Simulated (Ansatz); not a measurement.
All-electron LAPW in Ansatz 0.2.0 under PBE, scalar-relativistic, energies extrapolated to zero smearing. Slabs are 1×1 cells cut from bulk crystals relaxed on PAW files, with atoms then relaxed, 16 to 20 Å of vacuum, a dipole correction, k spacings of 0.16 to 0.26 Å⁻¹ and smearing of 0.02 to 0.1 eV, without spin–orbit coupling or spin polarisation. The bulk type named needn't be the stable one, and no reconstruction is allowed.

```json
{"slab": "fcc Au (111), 5 layers", "area (Å²)": "7.49", "γ (J/m²)": "0.72", "Φ (eV)": "5.09", "Δd12 (%)": "1.1"}
{"slab": "fcc Au (100), 3 layers", "area (Å²)": "8.64", "γ (J/m²)": "?", "Φ (eV)": "5.15", "Δd12 (%)": "-1.5"}
{"slab": "fcc Au (100), 6 layers", "area (Å²)": "8.64", "γ (J/m²)": "0.86", "Φ (eV)": "?", "Δd12 (%)": "-1.5"}
{"slab": "fcc Au (111), 1 layer", "area (Å²)": "7.49", "γ (J/m²)": "0.52", "Φ (eV)": "5.97", "Δd12 (%)": "–"}
```

(1) Give the missing entry: row "fcc Au (100), 6 layers", column "Φ (eV)".

(2) What belongs in the row "fcc Au (100), 3 layers", column "γ (J/m²)"?

Results:

(1) 5.04.

(2) 0.89.
